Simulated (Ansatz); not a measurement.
## Eigenvalues along a path: Rb$_{2}$Ag (fluorite type)

```
Ag Rb
1.0
     0.00000    4.39451    4.39451
     4.39451    0.00000    4.39451
     4.39451    4.39451    0.00000
Ag Rb
1 2
Direct
  0.00000 0.00000 0.00000
  0.25000 0.25000 0.25000
  0.75000 0.75000 0.75000
```

The cell comes from a relaxation on PAW files under the same functional, begun from a prototype that needn't be the stable phase.

Computed with Ansatz 0.2.0; functional PBE, scalar-relativistic. Settings: a Γ-centred 7×7×7 k mesh, Fermi–Dirac smearing of 0.05 eV, no spin polarisation. Methods: LAPW: all electrons, basis error target 0.5 meV/atom.

Path points, in fractions of the reciprocal vectors: Γ (0.000, 0.000, 0.000), X (0.500, 0.000, 0.500), U (0.625, 0.250, 0.625), K (0.375, 0.375, 0.750), L (0.500, 0.500, 0.500), W (0.500, 0.250, 0.750). The distance column jumps between branches of the path. Levels in eV from the Fermi level; bands 23 to 40, counted from the lowest band of the run. The gap is zero, the pressure -0.01 GPa.

```
# k(1/Å) point b23 b24 b25 b26 b27 b28 b29 b30 b31 b32 b33 b34 b35 b36 b37 b38 b39 b40
0.000 Γ -12.70 -12.70 -12.70 -12.55 -12.55 -12.55 -4.10 -4.10 -4.10 -4.10 -4.10 -3.02 1.30 1.30 1.30 2.35 2.85 2.85
0.102 - -12.70 -12.70 -12.69 -12.56 -12.55 -12.55 -4.10 -4.10 -4.10 -4.10 -4.10 -2.98 1.10 1.32 1.32 2.62 2.83 2.87
0.204 - -12.70 -12.70 -12.66 -12.59 -12.55 -12.55 -4.11 -4.10 -4.10 -4.10 -4.10 -2.85 0.74 1.39 1.39 2.67 2.92 3.23
0.306 - -12.71 -12.71 -12.63 -12.63 -12.55 -12.55 -4.12 -4.10 -4.10 -4.10 -4.09 -2.65 0.41 1.48 1.48 2.37 3.01 3.65
0.409 - -12.71 -12.71 -12.68 -12.59 -12.54 -12.54 -4.13 -4.10 -4.10 -4.10 -4.09 -2.40 0.12 1.58 1.58 1.94 3.12 3.12
0.511 - -12.72 -12.72 -12.72 -12.55 -12.54 -12.54 -4.13 -4.11 -4.11 -4.10 -4.09 -2.12 -0.10 1.51 1.67 1.67 2.72 3.23
0.613 - -12.74 -12.72 -12.72 -12.54 -12.54 -12.53 -4.14 -4.11 -4.11 -4.11 -4.08 -1.89 -0.26 1.19 1.73 1.73 2.47 3.31
0.715 X -12.75 -12.72 -12.72 -12.54 -12.54 -12.52 -4.14 -4.11 -4.11 -4.11 -4.08 -1.79 -0.33 1.07 1.75 1.75 2.39 3.34
0.751 - -12.75 -12.72 -12.72 -12.54 -12.54 -12.52 -4.14 -4.11 -4.11 -4.11 -4.08 -1.79 -0.32 1.06 1.71 1.75 2.44 3.35
0.787 - -12.75 -12.72 -12.72 -12.54 -12.54 -12.52 -4.14 -4.11 -4.11 -4.11 -4.08 -1.79 -0.30 1.03 1.64 1.75 2.56 3.36
0.823 - -12.75 -12.72 -12.72 -12.54 -12.54 -12.52 -4.14 -4.11 -4.11 -4.10 -4.08 -1.79 -0.26 0.97 1.57 1.76 2.71 3.38
0.859 - -12.75 -12.72 -12.71 -12.55 -12.54 -12.52 -4.14 -4.11 -4.11 -4.10 -4.08 -1.79 -0.21 0.88 1.53 1.76 2.88 3.40
0.895 - -12.75 -12.71 -12.71 -12.55 -12.55 -12.52 -4.14 -4.11 -4.11 -4.10 -4.09 -1.79 -0.14 0.76 1.53 1.76 3.04 3.44
0.932 - -12.75 -12.71 -12.70 -12.56 -12.55 -12.52 -4.14 -4.11 -4.11 -4.10 -4.09 -1.80 -0.06 0.63 1.56 1.77 3.19 3.48
0.968 U -12.75 -12.70 -12.70 -12.56 -12.56 -12.52 -4.13 -4.12 -4.11 -4.10 -4.09 -1.81 0.03 0.51 1.61 1.77 3.34 3.52
1.405 K -12.75 -12.70 -12.70 -12.56 -12.56 -12.52 -4.13 -4.12 -4.11 -4.10 -4.09 -1.81 0.03 0.51 1.61 1.77 3.34 3.52
1.514 - -12.74 -12.68 -12.67 -12.59 -12.58 -12.53 -4.13 -4.12 -4.11 -4.10 -4.09 -1.90 0.20 0.37 1.78 1.84 3.35 3.68
1.622 - -12.73 -12.66 -12.65 -12.61 -12.61 -12.53 -4.12 -4.12 -4.11 -4.10 -4.09 -2.09 0.08 0.75 1.75 2.17 3.06 3.86
1.730 - -12.72 -12.64 -12.64 -12.63 -12.62 -12.54 -4.12 -4.11 -4.10 -4.10 -4.10 -2.34 0.15 1.11 1.67 2.52 2.88 3.97
1.839 - -12.71 -12.66 -12.66 -12.60 -12.59 -12.55 -4.12 -4.11 -4.10 -4.10 -4.10 -2.61 0.37 1.32 1.54 2.77 2.81 3.85
1.947 - -12.70 -12.68 -12.68 -12.58 -12.57 -12.55 -4.11 -4.10 -4.10 -4.10 -4.10 -2.83 0.69 1.36 1.42 2.81 2.85 3.25
2.055 - -12.70 -12.69 -12.69 -12.56 -12.56 -12.55 -4.10 -4.10 -4.10 -4.10 -4.10 -2.97 1.07 1.33 1.33 2.65 2.83 2.86
2.164 Γ -12.70 -12.70 -12.70 -12.55 -12.55 -12.55 -4.10 -4.10 -4.10 -4.10 -4.10 -3.02 1.30 1.30 1.30 2.35 2.85 2.85
2.252 - -12.70 -12.70 -12.70 -12.56 -12.56 -12.56 -4.10 -4.10 -4.10 -4.10 -4.10 -2.99 1.14 1.32 1.32 2.57 2.85 2.85
2.341 - -12.69 -12.69 -12.69 -12.56 -12.56 -12.56 -4.11 -4.10 -4.10 -4.10 -4.10 -2.89 0.82 1.38 1.38 2.85 2.85 3.00
2.429 - -12.69 -12.68 -12.68 -12.58 -12.57 -12.57 -4.11 -4.10 -4.10 -4.10 -4.10 -2.74 0.49 1.46 1.46 2.86 2.86 3.35
2.517 - -12.68 -12.67 -12.67 -12.59 -12.58 -12.58 -4.12 -4.10 -4.10 -4.10 -4.10 -2.55 0.18 1.56 1.56 2.89 2.89 3.34
2.606 - -12.67 -12.66 -12.66 -12.61 -12.60 -12.60 -4.13 -4.10 -4.10 -4.10 -4.10 -2.34 -0.09 1.65 1.65 2.93 2.93 3.16
2.694 - -12.65 -12.64 -12.64 -12.62 -12.61 -12.61 -4.13 -4.11 -4.11 -4.10 -4.10 -2.16 -0.30 1.72 1.72 2.97 2.97 3.04
2.783 L -12.64 -12.64 -12.63 -12.63 -12.63 -12.63 -4.13 -4.11 -4.11 -4.09 -4.09 -2.09 -0.38 1.74 1.74 2.99 2.99 3.00
2.855 - -12.66 -12.65 -12.63 -12.63 -12.61 -12.61 -4.13 -4.11 -4.11 -4.10 -4.09 -2.08 -0.36 1.62 1.74 2.73 3.01 3.15
2.927 - -12.68 -12.68 -12.63 -12.63 -12.59 -12.59 -4.13 -4.11 -4.11 -4.10 -4.09 -2.04 -0.30 1.34 1.73 2.43 3.05 3.48
2.999 - -12.70 -12.70 -12.63 -12.63 -12.57 -12.57 -4.13 -4.11 -4.11 -4.10 -4.09 -1.98 -0.19 1.05 1.64 2.24 3.11 3.82
3.072 - -12.72 -12.71 -12.63 -12.63 -12.55 -12.55 -4.13 -4.12 -4.11 -4.10 -4.09 -1.92 -0.05 0.78 1.44 2.20 3.20 3.73
3.144 - -12.73 -12.73 -12.63 -12.63 -12.54 -12.54 -4.13 -4.12 -4.11 -4.10 -4.09 -1.85 0.11 0.56 1.20 2.24 3.30 3.59
3.216 - -12.74 -12.73 -12.63 -12.63 -12.53 -12.53 -4.13 -4.13 -4.11 -4.10 -4.09 -1.80 0.28 0.42 0.97 2.30 3.40 3.49
3.288 W -12.74 -12.74 -12.63 -12.63 -12.53 -12.53 -4.13 -4.13 -4.11 -4.10 -4.09 -1.78 0.37 0.37 0.86 2.32 3.46 3.46
3.339 - -12.74 -12.73 -12.65 -12.61 -12.53 -12.53 -4.13 -4.12 -4.11 -4.10 -4.09 -1.78 0.19 0.56 0.86 2.29 3.38 3.48
3.390 - -12.75 -12.73 -12.67 -12.59 -12.53 -12.52 -4.13 -4.12 -4.11 -4.10 -4.09 -1.78 0.04 0.78 0.89 2.20 3.26 3.47
3.441 - -12.75 -12.73 -12.69 -12.57 -12.53 -12.52 -4.14 -4.11 -4.11 -4.10 -4.09 -1.78 -0.09 0.92 1.00 2.08 3.09 3.44
3.493 - -12.75 -12.73 -12.70 -12.56 -12.53 -12.52 -4.14 -4.11 -4.11 -4.10 -4.08 -1.78 -0.19 0.97 1.23 1.96 2.89 3.40
3.544 - -12.75 -12.72 -12.71 -12.55 -12.54 -12.52 -4.14 -4.11 -4.11 -4.10 -4.08 -1.78 -0.27 1.01 1.46 1.85 2.68 3.37
3.595 - -12.75 -12.72 -12.72 -12.54 -12.54 -12.52 -4.14 -4.11 -4.11 -4.11 -4.08 -1.79 -0.31 1.05 1.65 1.78 2.48 3.35
3.646 X -12.75 -12.72 -12.72 -12.54 -12.54 -12.52 -4.14 -4.11 -4.11 -4.11 -4.08 -1.79 -0.33 1.07 1.75 1.75 2.39 3.34
```
